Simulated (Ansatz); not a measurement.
This IrC structure is the end of a relaxation. The cell was found from a structure generator's guess, not taken from experiment.

Level of theory: DFT PBE, scalar-relativistic, plane waves, PAW (Ansatz 0.2.0). Cutoff 420 eV, Γ-centred mesh, Gaussian smearing, no spin polarisation.

```
Ir C
1.0
     2.72215    0.00000    0.00000
     0.00000    2.72215    0.00000
     0.00000    0.00000    2.72215
Ir C
1 1
Direct
  0.50000 0.50000 0.50000
  0.00000 0.00000 0.00000
```

The zero of energy is the elements' standard structures at the same level; no fitted shifts are applied.

**Question.** Find its symmetry and describe it.

**Answer.** Pm-3m (No. 221), the caesium chloride type. Conventional cell: a = 2.722 Å. Ir is surrounded by 8 C at 2.36 Å and 6 Ir at 2.72 Å; C has 8 Ir at 2.36 Å and 6 C at 2.72 Å.

**Question.** What is its formation energy per atom?

**Answer.** +1.68 eV/atom. A positive value: parting into the elements would lower its energy.

**Question.** Is it a metal?

**Answer.** Yes, bands cross the Fermi level on the 20×20×20 mesh.

The last run used a 20×20×20 mesh for its 2-atom cell and Gaussian smearing of 0.10 eV. Spin–orbit coupling, which can matter for Ir, is left out. The reference form of C is held partly by dispersion forces, which this level lacks. A structure relaxed within its symmetry needn't be a true minimum.
